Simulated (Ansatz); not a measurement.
**Stress against strain in Si**

```yaml
crystal:
  lattice:
    - [0.00000, 2.71547, 2.71547]
    - [2.71547, 0.00000, 2.71547]
    - [2.71547, 2.71547, 0.00000]
  atoms:
    - { symbol: Si, position: [0.50000, 0.50000, 0.50000] }
    - { symbol: Si, position: [0.75000, 0.75000, 0.75000] }
```

Atom numbers follow the list: Si1, Si2.

The cell is a measured one (Crystallography Open Database entry 9011998); the temperature and pressure of the measurement aren't taken into account, and nothing was relaxed.

Method: DFT, LDA, all-electron LAPW, scalar-relativistic (Ansatz 0.2.0).

Numerical set-up: a Γ-centred 11×11×11 k mesh, Fermi–Dirac smearing of 0.08 eV, basis error target 0.25 meV/atom, no spin polarisation.

The strain is applied along the Cartesian axes of the cell as listed (the other components stay zero). Fractional coordinates are held (clamped ions).

σ is the change of stress from the unstrained cell, which is at -1.55 GPa; tension is positive, so slopes are stress–strain coefficients at that pressure.

Only quantities that a quadratic follows smoothly over the whole series are listed; rougher ones are left out.

```csv
εxx = εyy,σzz (GPa),σxx (GPa)
-0.0300,-4.16,-7.20
-0.0100,-1.23,-2.20
0.0000,0.00,0.00
0.0100,1.09,2.02
0.0200,2.05,3.87
0.0300,2.90,5.56
```

Task: Fit the series and read off the stiffness at zero strain.

Result: Least-squares fits y = p0 + p1 x + p2 x² to the rows give σzz (GPa): p1 = 117, p2 = -700; σxx (GPa): p1 = 212, p2 = -910. So 2 C12 = 117 GPa and C11 + C12 = 212 GPa.

Task: One run, at εxx = εyy = -0.0200, is withheld. Predict its row.

Result: The fits give -2.63, -4.61; the run gave -2.61, -4.60.
